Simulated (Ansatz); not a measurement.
The start is a generated cell, TiSi2 placed in the AFLOW prototype AB2_oI6_71_a_g (as in MoPt2). Cell shape, volume and atoms are optimised at zero target pressure with r2SCAN (plane waves to 500 eV, PAW, scalar-relativistic; Ansatz, a quantum-chemistry and plane-wave program). The first steps use a coarse 10×10×10 k-mesh.

The start:
```yaml
crystal:
  lattice:
    - [-1.36538, 1.94446, 4.09614]
    - [1.36538, -1.94446, 4.09614]
    - [1.36538, 1.94446, -4.09614]
  atoms:
    - { symbol: Ti, position: [0.00000, 0.00000, 0.00000] }
    - { symbol: Si, position: [0.64667, 0.64667, 0.00000] }
    - { symbol: Si, position: [0.35333, 0.35333, 0.00000] }
```

* **Largest initial force**: about 1.1 eV/Å, on Si2, Si3 (atoms numbered as listed)
* **Outcome**: The space group stays Immm (No. 71) (the run could not lower it), with 3 atoms in the primitive cell
* **Energy released**: 0.19 eV/atom
* **Volume change**: -4.0 %, from 14.50 to 13.93 Å³/atom
* **Shortest distances (start → end)**: The closest pairs of elements (up to four, under 3.6 Å), start → end: Si–Si 2.40 → 2.61 Å; Si–Ti 2.66 → 2.66 Å; Ti–Ti 2.73 → 2.94 Å
* **Band gap at the end**: no gap (metallic)
* **Optimiser moves**: 10

Final values are on a 21×21×21 k-mesh of the relaxed cell. No spin polarisation in the result.

The run could not lose the symmetry of its start.

The first start was generated by placing the elements on the sites of a structure type. Materials Project lists a structure of TiSi2 in the same space group, Immm (No. 71); the sites were not compared with it, nor with measured phases. Known forms of TiSi2 include space group No. 63, 70.
